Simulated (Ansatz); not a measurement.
Simulated (Ansatz). Plane-wave DFT: natural occupations of the f shells on orthogonalised atomic orbitals at the end of the run, rising, by spin; atoms or cell relaxed as the task says.

```
cell
1.0
     7.8228    0.0000    0.0000
    -3.9114    6.7748    0.0000
     0.0000    0.0000    3.7285
Gd Tl Pd
3 3 3
Direct
  0.5975 0.0000 0.5000
  0.4025 0.4025 0.5000
  0.0000 0.5975 0.5000
  0.2679 0.0000 0.0000
  0.7321 0.7321 0.0000
  0.0000 0.2679 0.0000
  0.0000 0.0000 0.5000
  0.3333 0.6667 0.0000
  0.6667 0.3333 0.0000
```

Starting moments (μB): Gd number 1 7.65, Gd number 2 7.65, Gd number 3 7.65; others 0.

- cell charge: 0 e
- spin: collinear
- scf start: atoms
- lower state search: off
- functional: PBEsol
- wave cutoff: 420 eV
- k mesh: 6, 6, 8
- k shift: 0, 0, 0 mesh steps
- gaussian smearing: 0.05 eV
- task: relax cell and atoms

Problem. How are the f shells occupied at the end?

Solution. 

```
shell atom  shell element  shell spin  shell occupation 1 (e)  shell occupation 2 (e)  shell occupation 3 (e)  shell occupation 4 (e)  shell occupation 5 (e)  shell occupation 6 (e)  shell occupation 7 (e)
         1             Gd          up                       1                       1                       1                       1                       1                       1                       1
         1             Gd        down                    0.01                    0.01                    0.02                    0.02                    0.02                    0.03                    0.04
         2             Gd          up                       1                       1                       1                       1                       1                       1                       1
         2             Gd        down                    0.01                    0.01                    0.02                    0.02                    0.02                    0.03                    0.04
         3             Gd          up                       1                       1                       1                       1                       1                       1                       1
         3             Gd        down                    0.01                    0.01                    0.02                    0.02                    0.02                    0.03                    0.04
```

Caveats: Gd without a U keeps its half-filled shell, but its 4f levels lie too near the Fermi level; occupations loosely converged; open f or d shells may hold a state above the lowest.
